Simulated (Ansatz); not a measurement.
**Field gradients at the nuclei in Ti under strain**

The cell is a structure deposited in the COD, relaxed with PBE at fixed cell and then changed (z stretched by 2 %, ions relaxed).

```
Ti
1.0
     2.95000    0.00000    0.00000
    -1.47500    2.55477    0.00000
     0.00000    0.00000    4.77972
Ti
2
Direct
  0.33333 0.66667 0.25000
  0.66667 0.33333 0.75000
```

Atom numbers follow the list; atoms alike are taken as one site, whose name carries the number of the first.

The numbers come from a DFT calculation in Ansatz (PBE, plane waves and PAW, scalar-relativistic, 420 eV cutoff, Γ-centred 18×18×10 k-points, Fermi–Dirac smearing 0.05 eV).

C_Q = eQV_zz/h, which is 24.18 MHz for Q = 1 b and V_zz = 10²¹ V/m²; η = (V_xx − V_yy)/V_zz. ν_Q = 3|C_Q|/[2I(2I − 1)].

⁴⁷Ti: I = 5/2, Q = 302.0 mb. Nuclear quadrupole moments: year-2017 set (Pyykkö).

```
site  atoms (order as listed)           first shell  C_Q (MHz)     η  ν_Q (MHz)
  Ti                     1, 2  12 Ti at 2.93–2.95 Å       10.0  0.00       1.50
```

An axis of threefold or higher order runs through Ti, so V_zz lies along it and η is zero.

With no gap above 0.1 eV, as in a metal, the gradients converge slowly in k; expect changes of a tenth or more on a denser mesh.
